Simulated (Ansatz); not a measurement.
Data:

TiW:
```yaml
crystal:
  lattice:
    - [1.55446, -2.24453, 0.00000]
    - [1.55446, 2.24453, 0.00000]
    - [0.00000, 0.00000, 4.36124]
  atoms:
    - { symbol: Ti, position: [0.00000, 0.00000, 0.00000] }
    - { symbol: W, position: [0.50000, 0.50000, 0.50000] }
```

This is the LDA-relaxed structure. x, y and z are the axes in which the lattice vectors are written.

Question: All from the program Ansatz at the LDA level (PAW), unless another level is named. Give the Hill bulk and shear moduli.

Answer: 220 and 60.2 GPa.

Question: Give the elastic constants (relaxed ions, GPa).

Answer: C11 = 317, C22 = 333, C33 = 285, C12 = 176, C13 = 167, C23 = 181, C44 = 76.8, C55 = 30.5, C66 = 75.3.

Question: And the highest zone-centre frequency?

Answer: 244 cm⁻¹.

Space group Cmmm. The workflow started from a Materials Project entry (that database holds measured and hypothetical structures alike); the Crystallography Open Database copy checked does not list it. With Ti and W taken as one species the cell has the higher symmetry Im-3m, so it may be an ordered model of a mixed-site phase. Its standing as an ambient phase is unchecked. Symmetry was held in the LDA relaxation; its stability against distortions is not shown here. The run is not spin-polarised. As this level gives no gap, shear constants depend on the k-mesh and smearing (Fermi–Dirac, 0.1 eV here). As this level gives no gap, phonon frequencies hold no LO–TO term and depend on the k-mesh and smearing (Fermi–Dirac, 0.1 eV here). On the denser mesh and wider smearing of the elastic run this cell carries a stress of 0.5 GPa. Scalar-relativistic: spin–orbit coupling is off unless named, which matters more the heavier the elements.

Potentials: the later of the program's two PAW sets.
